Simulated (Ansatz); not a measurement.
## Stress against strain in TiRh₃

```xyz
4
Lattice="3.8220 0.0000 0.0000 0.0000 3.8220 0.0000 0.0000 0.0000 3.8220" Properties=species:S:1:pos:R:3 pbc="T T T"
Ti    0.0000    0.0000    0.0000
Rh    0.0000    1.9110    1.9110
Rh    1.9110    0.0000    1.9110
Rh    1.9110    1.9110    0.0000
```

Atom numbers follow the list: Ti1, Rh2, Rh3, Rh4.

The geometry is COD entry 1537861, unchecked; take it as a test cell.

Spin polarisation is left out, and whether a magnetic state lies lower isn't shown here.

The calculation used DFT, LDA, all-electron LAPW, scalar-relativistic in Ansatz 0.2.0.

The runs use a Γ-centred 10×10×10 k mesh, Fermi–Dirac smearing of 0.03 eV, basis error target 1 meV/atom, no spin polarisation.

The strain is applied along the Cartesian axes of the cell as listed (γ is the engineering shear, twice εxy = εyz = εzx). Fractional coordinates are held (clamped ions).

σ is the change of stress from the unstrained cell, which is at -10.27 GPa; tension is positive, so slopes are stress–strain coefficients at that pressure. In a metal the k mesh adds noise.

Only quantities that a quadratic follows smoothly over the whole series are listed; rougher ones are left out.

```
      γ  σxy (GPa)
-0.0200      -3.46
 0.0000       0.00
 0.0100       1.74
 0.0200       3.48
```

Question: Fit the series and read off the stiffness at zero strain.

Answer: Least-squares fits y = p0 + p1 x + p2 x² to the rows give σxy (GPa): p1 = 174, p2 = 23. So C44 (clamped ions) = 174 GPa.

Question: One run, at γ = -0.0100, is withheld. Predict its row.

Answer: The fits give -1.73; the run gave -1.74.
